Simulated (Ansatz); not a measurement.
Start of a relaxation of SnPb5S6:

```cif
data_structure
_symmetry_space_group_name_H-M 'P4/mmm'
_symmetry_Int_Tables_number 123
_cell_length_a 4.2456
_cell_length_b 4.2456
_cell_length_c 18.0125
_cell_angle_alpha 90.000
_cell_angle_beta 90.000
_cell_angle_gamma 90.000
_cell_volume 324.68
loop_
_atom_site_label
_atom_site_type_symbol
_atom_site_symmetry_multiplicity
_atom_site_Wyckoff_symbol
_atom_site_fract_x
_atom_site_fract_y
_atom_site_fract_z
_atom_site_occupancy
Sn1 Sn 1 d 0.50000 0.50000 0.50000 1
Pb1 Pb 1 a 0.00000 0.00000 0.00000 1
Pb2 Pb 2 h 0.50000 0.50000 0.16667 1
Pb3 Pb 2 g 0.00000 0.00000 0.33333 1
S1 S 2 g 0.00000 0.00000 0.16667 1
S2 S 2 h 0.50000 0.50000 0.33333 1
S3 S 1 b 0.00000 0.00000 0.50000 1
S4 S 1 c 0.50000 0.50000 0.00000 1
```

All numbers below come from Ansatz 0.2.0, DFT PBE, scalar-relativistic, plane waves, PAW. Cutoff 420 eV, Gaussian smearing, Γ-centred meshes. Cell and atoms relax on a converged mesh. The steps can't lower the symmetry of their start. No spin polarisation.

A guess keeps its type if space group and coordination stay and the shape of the cell changes little (axis ratios within about 15 %, angles within 6°); the volume may change.

Problem. Will the relaxed cell still be of the starting type?

Solution. It keeps its type. The symmetry stays P4/mmm (No. 123). The volume per atom shrinks by 0.9 %, from 27.1 to 26.8 Å³. The shortest distance goes from 3.00 Å (Pb–S and Sn–S) to 2.93 Å (Sn–S). The ratio c/a of the conventional cell changes by a factor of 1.00. Counting neighbours within 15 % of an atom's shortest distance, the start has Pb 6, S 6, Sn 6 and the end Pb 6, S 6, Sn 6.

The last run used an 8×8×2 mesh (in the run's order of axes) for its 12-atom cell and Gaussian smearing of 0.01 eV. These runs have no spin–orbit coupling, which can matter for Pb. Symmetry constrained the relaxation, so the result can be a saddle point.
